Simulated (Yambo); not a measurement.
```
CELL_PARAMETERS angstrom
      3.82779     0.00000     0.00000
      0.00000     3.82779     0.00000
      0.00000     0.00000     3.82779
ATOMIC_POSITIONS crystal
  Cl 0.50000 0.50000 0.50000
  Rb 0.00000 0.00000 0.00000
```

RbCl (CsCl type, space group Pm-3m, No. 221) under isotropic strain of -1.5 % on all lattice vectors: mean Im ε in 1 eV windows above the direct gap of 8.15 eV, for different electron-hole kernels (Yambo, broadening 0.15 eV, PBEsol (pw.x of Quantum ESPRESSO, ONCV potentials, without SOC) bands; 8×8×8 mesh, 3 valence and 3 conduction bands, static screening with 29 bands and a 4 Ry block, scissor 2.91 eV, Tamm-Dancoff; field along x).

```json
[
 {"window (eV)": "8.2 to 9.2", "independent quasiparticles": "0.6", "BSE": "3.6"},
 {"window (eV)": "9.2 to 10.2", "independent quasiparticles": "2.0", "BSE": "1.9"},
 {"window (eV)": "10.2 to 11.2", "independent quasiparticles": "4.4", "BSE": "1.6"}
]
```

This run doesn't resolve bound excitons or single peaks, so only averages are given, and they too depend on the mesh; weight that the attraction moves below the gap isn't listed. All transitions below 11.76 eV are in the band window. The scissor comes from a G0W0 run whose convergence isn't established.

Geometry strained from the cell relaxed with PBEsol, atoms relaxed again.

This is not the ordinary phase of the substance.
